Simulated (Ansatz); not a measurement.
Here is the system:

Ba2Sn:
```cif
data_Ba8Sn4
_chemical_formula_sum 'Ba8 Sn4'
_space_group_name_H-M_alt 'Pnma'
_space_group_IT_number 62
_space_group_name_Hall '-P 2ac 2n'
_cell_length_a 8.81690
_cell_length_b 5.67508
_cell_length_c 10.65137
_cell_angle_alpha 90.000
_cell_angle_beta 90.000
_cell_angle_gamma 90.000
loop_
_atom_site_label
_atom_site_type_symbol
_atom_site_symmetry_multiplicity
_atom_site_Wyckoff_symbol
_atom_site_fract_x
_atom_site_fract_y
_atom_site_fract_z
_atom_site_occupancy
Ba1 Ba 4 c 0.15319 0.25000 0.92038 1
Ba2 Ba 4 c 0.01995 0.25000 0.32205 1
Sn1 Sn 4 c 0.24911 0.25000 0.60227 1
```

This is the r²SCAN-relaxed structure.

All from r²SCAN (plane waves, PAW; program Ansatz), unless another level is named. Estimate the formation energy from the elements (no fitted shifts).

-0.77 eV/atom.

Give the band gap.

0.25 eV (direct).

Give the valence-band maximum.

at Γ.

The workflow started from a Materials Project entry (that database holds measured and hypothetical structures alike); the Crystallography Open Database copy checked does not list it. Whether it is the stable phase at ambient conditions was not checked. The cell was relaxed with r²SCAN under the symmetry of its start; whether a distortion lowers the energy is not shown. The references are the lowest solids computed at this level, not always the standard phases. Scalar-relativistic: spin–orbit coupling is off unless named, which matters more the heavier the elements.

Potentials: the later of the program's two PAW sets.
